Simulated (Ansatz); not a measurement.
**Diamond alloy of Si and Ge (48 of 64 Si sites exchanged), 64 atoms**

Ansatz, PAW, plane waves. PBEsol relaxation of volume and atoms (shape held) at the single k point (½, ½, ½); single points on the relaxed atoms at the Γ point alone, onto which points of the small cell's zone fold. Arrangement: quasirandom. No spin–orbit coupling unless named.

Relaxed structure:

```xyz
64
Lattice="11.2181 0.0000 0.0000 0.0000 11.2181 0.0000 0.0000 0.0000 11.2181" Properties=species:S:1:pos:R:3 pbc="T T T"
Si    0.0116    0.0008    0.0053
Si    5.5954   11.2164    0.0034
Si    5.6197    5.6523    0.0024
Si    7.0023    6.9655    1.4053
Si    2.7902    2.7935    5.6042
Si    2.8281    8.4098   11.2005
Si    2.8279    8.4063    5.5866
Si    8.4281    2.8311    0.0289
Si    9.7877    4.1842    1.4269
Si    2.7932   11.2133    2.7944
Si    2.8035   11.2054    8.4162
Si    8.4034    5.5928    2.7464
Si    8.4015    5.5993    8.4245
Si    4.1897    7.0350    4.2248
Si    4.2135    7.0143    9.8697
Si   11.1934    2.8212    2.7793
Ge    0.0284    0.0076    5.5980
Ge   11.1816    5.5788    0.0315
Ge   11.2118    5.6029    5.6017
Ge    5.5782   11.2122    5.6074
Ge    5.5848    5.6314    5.5866
Ge    1.3699    1.3863    1.4278
Ge    1.4434    1.4002    7.0223
Ge    1.4260    7.0246    1.3767
Ge    1.4347    7.0335    6.9838
Ge    7.0054    1.4084    1.3551
Ge    7.0093    1.4041    7.0072
Ge    7.0072    6.9866    7.0460
Ge    2.8059    2.7893    0.0103
Ge    8.4142    2.8252    5.5981
Ge    8.3808    8.3827    0.0254
Ge    8.4083    8.3938    5.6107
Ge    4.2322    4.2466    1.3798
Ge    4.1840    4.1929    6.9908
Ge    4.1912    9.8241    1.3852
Ge    4.1615    9.7960    7.0192
Ge    9.7951    4.2247    7.0403
Ge    9.8354    9.8243    1.3740
Ge    9.8211    9.8219    7.0104
Ge    2.8218    5.6296    2.8294
Ge    2.8301    5.6372    8.4431
Ge    8.4152    0.0066    2.7834
Ge    8.4081    0.0026    8.4410
Ge    4.1566    1.4045    4.1938
Ge    4.2049    1.3548    9.8134
Ge    9.8362    1.4294    4.1813
Ge    9.8192    1.4112    9.8731
Ge    9.7896    6.9815    4.1562
Ge    9.7874    6.9842    9.8042
Ge    0.0010    2.7987    8.4231
Ge    0.0149    8.4181    2.7937
Ge    0.0123    8.4160    8.4209
Ge    5.6033    2.8070    2.7888
Ge    5.6116    2.8092    8.4293
Ge    5.5963    8.3648    2.7931
Ge    5.5718    8.3917    8.4513
Ge    1.3930    4.1645    4.1972
Ge    1.3992    4.2092    9.8271
Ge    1.4525    9.8061    4.2028
Ge    1.4281    9.8334    9.8382
Ge    7.0199    4.2383    4.1691
Ge    7.0300    4.2387    9.8546
Ge    6.9990    9.8032    4.1961
Ge    6.9737    9.8204    9.8504
```

What are the mean bond lengths by pair (pairs within 1.2 times the sum of covalent radii, less contacts 15 % beyond the pair's median; cation–cation pairs of compounds aside; long ionic contacts are cut short by that bound)?

Ge–Ge 2.449 ± 0.006 Å (standard deviation, 72 bonds); Ge–Si 2.408 ± 0.007 Å (standard deviation, 48 bonds); Si–Si 2.374 ± 0.005 Å (standard deviation, 8 bonds).

What gap lies between the top filled and the lowest empty level in the single points?

HSE06 1.03 eV (40 s on NVIDIA GB300). An indirect band minimum needn't fold onto Γ of this cell; where it doesn't, these gaps are too wide.
